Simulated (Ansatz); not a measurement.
Values for one crystal, relaxed and computed with DFT-r²SCAN in the program Ansatz with PAW potentials; other levels are named.

```yaml
volume_per_atom: 15.74 Å³
electronic_character: metallic (no gap)
hill_bulk_and_shear_moduli: 101 and 29.8 GPa
debye_temperature_from_the_elastic_constants: 242 K
Elastic constants (relaxed ions, GPa): C11 = 131, C12 = 86.4, C13 = 76.7, C33 = 171, C44 = 33.7
Bulk modulus (Birch–Murnaghan fit): 101 GPa
Young's modulus: 81.4 GPa
```

### Question
Which of these materials gives this?
A) InAg3, Cu3Au type
B) CdAg3, I4/mmm (Cd on 2a, Ag on 4d, Ag on 2b)
C) ZnAg, P-6m2 (Zn on 1a, Ag on 1d)
D) ErAg, CsCl type

### Answer
C, ZnAg, P-6m2 (Zn on 1a, Ag on 1d)

The first step of the workflow began from a Materials Project structure, measured or hypothetical; the Crystallography Open Database copy checked does not list it. COD files the formula under space group No. 221. With Zn and Ag taken as one species the cell has the higher symmetry P6_3/mmc, so it may be an ordered model of a mixed-site phase. Its standing as an ambient phase is unchecked. The r²SCAN relaxation kept the symmetry of its start; whether a distortion lowers the energy is not shown. The run is not spin-polarised. As this level gives no gap, shear constants depend on the k-mesh and smearing (Fermi–Dirac, 0.1 eV here). Spin–orbit coupling is left out wherever it is not named.

Potentials: the later of the program's two PAW sets.
